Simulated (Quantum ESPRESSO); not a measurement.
# Cu5WInAl: input and log of a self-consistent run

A calculation, not a measurement. The program is pw.x of Quantum ESPRESSO 7.5 (plane-wave density functional theory). The cell is made up: eight metal atoms on a hexagonal close-packed lattice, with elements, volume, strain and displacements drawn at random and not relaxed, so it may be unstable or far from any real phase. PseudoDojo standard norm-conserving files set the functional (PBE unless stated); there is no spin polarisation or spin-orbit coupling, the Fermi-Dirac width of 0.25 eV means electrons at about 2900 K, and the masses in the input are unused placeholders. The copper pseudopotential is less sure than most, with forces differing by about three percent and pressure by about two GPa from a second method on plain copper. Heavy elements are run without spin-orbit coupling, which real alloys of them have. A spin test at this wide smearing found no moment, but such smearing suppresses magnetism that the real alloy may have.

Input:

```
&control calculation='scf', pseudo_dir='./dojo.nc.sr.pbe.v0_5.standard.upf', outdir='./o', disk_io='minimal', tprnfor=.true., tstress=.true. /
&system ibrav=0, nat=8, ntyp=4, nbnd=72, ecutwfc=92.02030273, nosym=.true., tot_charge=0,
 occupations='smearing', smearing='fd', degauss=0.0183746611
/
&electrons conv_thr=1.470e-08, electron_maxstep=70, mixing_beta=0.5 /
ATOMIC_SPECIES
Al 1.0 Al.upf
Cu 1.0 Cu.upf
In 1.0 In.upf
W 1.0 W.upf
CELL_PARAMETERS angstrom
-2.7498 0.0001 0.0406
0.0643 4.7867 -4.2792
0.0646 -4.7119 -4.1976
ATOMIC_POSITIONS angstrom
Cu 0.0067 -0.0431 -0.0206
Cu 0.0244 1.6169 -2.0816
Cu 0.1115 0.0651 -4.246
W 0.1513 1.6601 -6.34
Cu -1.3316 -0.7925 -2.0626
In -1.3319 -2.3086 -4.1965
Cu -1.3011 -0.7549 -6.295
Al -1.2852 2.4002 -4.2548
K_POINTS automatic
8 4 4 1 1 1
```

The log is shortened where brackets say so; the opening notice, blank lines, dates and the lines on written files are dropped, and the path of the files is cut. It prints rydbergs, bohrs and kilobars, and counts compression as positive stress. Its total energy is the free energy E - TS of the whole cell.

```
     Program PWSCF v.7.5
     Parallel version (MPI & OpenMP), running on       4 processor cores
     Number of MPI processes:                 4
     Threads/MPI process:                     1
     [start-up lines left out]
     bravais-lattice index     =            0
     lattice parameter (alat)  =       5.1969  a.u.
     unit-cell volume          =     746.8421 (a.u.)^3
     number of atoms/cell      =            8
     number of atomic types    =            4
     number of electrons       =       125.00
     number of Kohn-Sham states=           72
     kinetic-energy cutoff     =      92.0203  Ry
     charge density cutoff     =     368.0812  Ry
     scf convergence threshold =      1.5E-08
     mixing beta               =       0.5000
     number of iterations used =            8  plain     mixing
     Exchange-correlation= PBE
                           (   1   4   3   4   0   0   0)
     [axes and pseudopotential details left out]
   Cartesian axes
     site n.     atom                  positions (alat units)
         1        Cu     tau(   1) = (   0.0024363  -0.0156722  -0.0074906  )
         2        Cu     tau(   2) = (   0.0088724   0.5879423  -0.7569180  )
         3        Cu     tau(   3) = (   0.0405440   0.0236719  -1.5439440  )
         4        W      tau(   4) = (   0.0550162   0.6036508  -2.3053710  )
         5        Cu     tau(   5) = (  -0.4842006  -0.2881714  -0.7500092  )
         6        In     tau(   6) = (  -0.4843097  -0.8394605  -1.5259447  )
         7        Cu     tau(   7) = (  -0.4731101  -0.2744991  -2.2890079  )
         8        Al     tau(   8) = (  -0.4673285   0.8727684  -1.5471439  )
     number of k points=    64  Fermi-Dirac smearing, width (Ry)=  0.0184
                       cart. coord. in units 2pi/alat
        k(    1) = (  -0.0637188  -0.0007072  -0.0820818), wk =   0.0312500
        k(    2) = (  -0.0649287  -0.0737914  -0.1638518), wk =   0.0312500
     [further k points left out]
     Dense  grid:    89011 G-vectors     FFT dimensions: (  32,  75,  75)
     Estimated max dynamical RAM per process >     357.12 MB
     Estimated total dynamical RAM >       1.33 GB
     Initial potential from superposition of free atoms
     starting charge     124.9915, renormalised to     125.0000
     Starting wfcs are   73 randomized atomic wfcs
     total cpu time spent up to now is        8.5 secs
     per-process dynamical memory:   287.9 Mb
     Self-consistent Calculation
     iteration #  1     ecut=    92.02 Ry     beta= 0.50
     Davidson diagonalization with overlap
     ethr =  1.00E-02,  avg # of iterations =  5.8
     total cpu time spent up to now is       32.4 secs
     total energy              =   -2180.65287220 Ry
     estimated scf accuracy    <       7.54768987 Ry
     iteration #  2     ecut=    92.02 Ry     beta= 0.50
     Davidson diagonalization with overlap
     ethr =  6.04E-03,  avg # of iterations =  3.2
     total cpu time spent up to now is       54.0 secs
     total energy              =   -2182.99339805 Ry
     estimated scf accuracy    <      31.04502812 Ry
     iteration #  3     ecut=    92.02 Ry     beta= 0.50
     Davidson diagonalization with overlap
     ethr =  6.04E-03,  avg # of iterations =  4.5
     total cpu time spent up to now is       75.6 secs
     total energy              =   -2185.15169912 Ry
     estimated scf accuracy    <       1.90453383 Ry
     iteration #  4     ecut=    92.02 Ry     beta= 0.50
     Davidson diagonalization with overlap
     ethr =  1.52E-03,  avg # of iterations =  2.1
     total cpu time spent up to now is       92.9 secs
     total energy              =   -2185.18125261 Ry
     estimated scf accuracy    <       0.63522839 Ry
     iteration #  5     ecut=    92.02 Ry     beta= 0.50
     Davidson diagonalization with overlap
     ethr =  5.08E-04,  avg # of iterations =  2.1
     total cpu time spent up to now is      109.9 secs
     total energy              =   -2185.21637162 Ry
     estimated scf accuracy    <       0.04473548 Ry
     [iterations 6 to 11 left out]
     iteration # 12     ecut=    92.02 Ry     beta= 0.50
     Davidson diagonalization with overlap
     ethr =  1.26E-08,  avg # of iterations =  2.4
     total cpu time spent up to now is      250.5 secs
     total energy              =   -2185.22990582 Ry
     estimated scf accuracy    <       0.00000687 Ry
     iteration # 13     ecut=    92.02 Ry     beta= 0.50
     Davidson diagonalization with overlap
     ethr =  5.49E-09,  avg # of iterations =  2.0
     total cpu time spent up to now is      267.4 secs
     total energy              =   -2185.22990680 Ry
     estimated scf accuracy    <       0.00000114 Ry
     iteration # 14     ecut=    92.02 Ry     beta= 0.50
     Davidson diagonalization with overlap
     ethr =  9.16E-10,  avg # of iterations =  2.3
     total cpu time spent up to now is      285.8 secs
     total energy              =   -2185.22990696 Ry
     estimated scf accuracy    <       0.00000022 Ry
     iteration # 15     ecut=    92.02 Ry     beta= 0.50
     Davidson diagonalization with overlap
     ethr =  1.77E-10,  avg # of iterations =  2.8
     total cpu time spent up to now is      306.9 secs
     total energy              =   -2185.22990701 Ry
     estimated scf accuracy    <       0.00000004 Ry
     iteration # 16     ecut=    92.02 Ry     beta= 0.50
     Davidson diagonalization with overlap
     ethr =  3.36E-11,  avg # of iterations =  2.5
     total cpu time spent up to now is      325.7 secs
     End of self-consistent calculation
     [lines on levels left out]
!    total energy              =   -2185.22990701 Ry
     estimated scf accuracy    <       0.00000001 Ry
     smearing contrib. (-TS)   =      -0.05359092 Ry
     internal energy E=F+TS    =   -2185.17631609 Ry
     The total energy is F=E-TS. E is the sum of the following terms:
     one-electron contribution =   -1315.78953197 Ry
     hartree contribution      =     731.34233116 Ry
     xc contribution           =    -308.81893263 Ry
     ewald contribution        =   -1291.91018265 Ry
     convergence has been achieved in  16 iterations
     Forces acting on atoms (cartesian axes, Ry/au):
     atom    1 type  2   force =     0.00114745   -0.02127375    0.00648158
     atom    2 type  2   force =    -0.00322150   -0.01952376   -0.04560492
     atom    3 type  2   force =    -0.00591837    0.02082861    0.01471117
     atom    4 type  4   force =    -0.01533759   -0.05369636    0.03946593
     atom    5 type  2   force =     0.00151887    0.03509955    0.00879246
     atom    6 type  3   force =     0.00806892    0.01106859   -0.05539920
     atom    7 type  2   force =     0.00470158    0.01466611   -0.02854441
     atom    8 type  1   force =     0.00904065    0.01283102    0.06009738
     Total force =     0.133443     Total SCF correction =     0.000576
     Computing stress (Cartesian axis) and pressure
          total   stress  (Ry/bohr**3)                   (kbar)     P=       64.74
   0.00041122   0.00003310   0.00012230           60.49        4.87       17.99
   0.00003310   0.00009997  -0.00004266            4.87       14.71       -6.28
   0.00012230  -0.00004266   0.00080914           17.99       -6.28      119.03
     init_run     :      6.97s CPU      7.39s WALL (       1 calls)
     electrons    :    307.01s CPU    317.17s WALL (       1 calls)
     forces       :      2.96s CPU      3.01s WALL (       1 calls)
     stress       :     10.24s CPU     10.25s WALL (       1 calls)
     [timing details left out]
     PWSCF        :   5m28.33s CPU   5m39.08s WALL
     JOB DONE.
```

In other units: free energy -29731.568 eV for the cell, pressure 6.47 GPa, largest force component 1.545 eV/Å in size. The run took 341 s of wall time with four MPI processes on a shared machine (AMD EPYC, older, virtual cores), so the time is rough. A rerun of this cell at a higher cutoff and on a denser mesh moved values by no more than 0.002 eV in energy, 0.13 GPa in stress and 0.012 eV/Å in force, and a second program with other atomic files agreed on that cell to 2 % rms in force and 0.5 GPa in pressure.